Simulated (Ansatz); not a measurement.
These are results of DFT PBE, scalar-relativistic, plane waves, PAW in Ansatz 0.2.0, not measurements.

Structure of Br:

```
Br
1.0
     4.32055   -2.14027    0.00000
     4.32055    2.14027    0.00000
     0.00000    0.00000    8.70044
Br
4
Direct
  0.85830 0.14170 0.11838
  0.64170 0.35830 0.61838
  0.14170 0.85830 0.88162
  0.35830 0.64170 0.38162
```

Plane waves to 420 eV, a k mesh through Γ of 8×8×4 on the computed 4-atom cell and Gaussian smearing (0.02 eV); no spin polarisation.

Levels along Γ–Y–F0 | Δ0–Γ–Z–B0 | G0–T–Y | Γ–S–R–Z–T, in eV from a zero inside the gap, sorted by energy at each point. Points in fractions of the primitive reciprocal vectors: Γ (0.000 0.000 0.000), Y (0.500 0.500 0.000), F0 (0.311 0.689 0.000), Δ0 (-0.311 0.311 0.000), Z (0.000 0.000 0.500), B0 (-0.311 0.311 0.500), G0 (0.311 0.689 0.500), T (0.500 0.500 0.500), S (0.000 0.500 0.000), R (0.000 0.500 0.500).
```tsv
point	k (1/Å, with 2π)	band 11	band 12	band 13	band 14	band 15	band 16	band 17
Γ	0.000	-1.99	-1.45	-1.12	-0.69	0.69	1.54	4.64
-	0.364	-1.99	-1.73	-1.13	-0.72	0.70	1.53	5.89
Y	0.727	-2.01	-1.99	-1.13	-0.75	0.70	1.51	6.50
-	1.004	-1.90	-1.64	-1.04	-0.83	0.84	1.44	7.12
F0	1.281	-1.78	-1.64	-1.60	-1.03	1.47	1.64	6.79
Δ0	1.281	-1.78	-1.64	-1.60	-1.03	1.47	1.64	6.79
-	1.738	-1.61	-1.38	-1.34	-1.05	1.23	1.57	5.63
Γ	2.195	-1.99	-1.45	-1.12	-0.69	0.69	1.54	4.64
-	2.376	-2.06	-1.30	-1.29	-0.78	0.75	1.34	4.83
Z	2.556	-1.71	-1.71	-1.01	-1.01	0.98	0.98	5.25
-	3.013	-1.19	-1.19	-1.14	-1.14	1.29	1.29	6.02
B0	3.470	-1.30	-1.30	-0.96	-0.96	1.23	1.23	7.35
G0	3.470	-1.30	-1.30	-0.96	-0.96	1.23	1.23	7.35
-	3.747	-1.51	-1.51	-1.27	-1.27	1.23	1.23	7.68
T	4.024	-1.73	-1.73	-1.27	-1.27	1.00	1.00	7.47
-	4.204	-2.08	-1.73	-1.30	-0.89	0.77	1.33	6.81
Y	4.385	-2.01	-1.99	-1.13	-0.75	0.70	1.51	6.50
Γ	4.385	-1.99	-1.45	-1.12	-0.69	0.69	1.54	4.64
-	4.795	-1.57	-1.46	-1.16	-0.93	1.00	1.49	5.58
S	5.204	-1.88	-1.88	-1.30	-1.30	1.70	1.70	6.29
-	5.385	-1.37	-1.37	-1.24	-1.24	1.46	1.46	6.40
R	5.565	-1.32	-1.32	-0.79	-0.79	1.15	1.15	6.55
-	5.975	-1.33	-1.33	-1.16	-1.16	1.29	1.29	5.95
Z	6.384	-1.71	-1.71	-1.01	-1.01	0.98	0.98	5.25
-	6.748	-1.73	-1.73	-1.14	-1.14	0.99	0.99	6.37
T	7.111	-1.73	-1.73	-1.27	-1.27	1.00	1.00	7.47
```

The cell holds layers, and where no dispersion correction was added their binding is poorly described.

Cost: 1 run of about 3.5 core-minutes, on AMD EPYC (Zen 3) (shared hosts).